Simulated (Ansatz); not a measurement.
HfNF in space group Pbcm (No. 57; Hf on 4d, F on 4d, N on 4c), plane-wave PAW r²SCAN (Ansatz code). The conduction-band minimum lies at Γ, with 1 equivalent valley. Second derivatives d²E/dk² of the lowest band at one valley (eV·Å²), along Cartesian directions:

| direction | d²E/dk² |
|---|---|
| [100] | 3.463 |
| [010] | 27.81 |
| [001] | 17.08 |
| [110] | 15.64 |
| [101] | 10.27 |
| [011] | 22.45 |

Problem. Find the principal effective masses, the density-of-states mass and the conductivity mass.

Solution. Off-diagonal terms follow from H_xy = H[110] − (H_xx + H_yy)/2, and m*/mₑ = 7.620 eV·Å² over each eigenvalue: 0.27, 0.45, 2.2. One valley's DOS mass (m₁m₂m₃)^(1/3) = 0.65, conductivity mass 3/(Σ 1/mᵢ) = 0.47 mₑ.

Problem. What effective density of states Nc follows at 300 K for parabolic valleys?

Solution. Nc = 2.509e19 × 1 × (0.65)^(3/2) ≈ 1.3e19 cm⁻³.

The start of the workflow was typed in or built on a structure type; neither database checked (COD, Materials Project) lists it. Whether it is the stable phase at ambient conditions was not checked. Symmetry was held in the r²SCAN relaxation; its stability against distortions is not shown here. No spin polarisation was allowed. Scalar-relativistic: spin–orbit coupling is off unless named, which matters more the heavier the elements.

Potentials: the earlier of the program's two PAW sets.

Edges and masses are those of Kohn–Sham bands, whose gap is no quasiparticle gap.
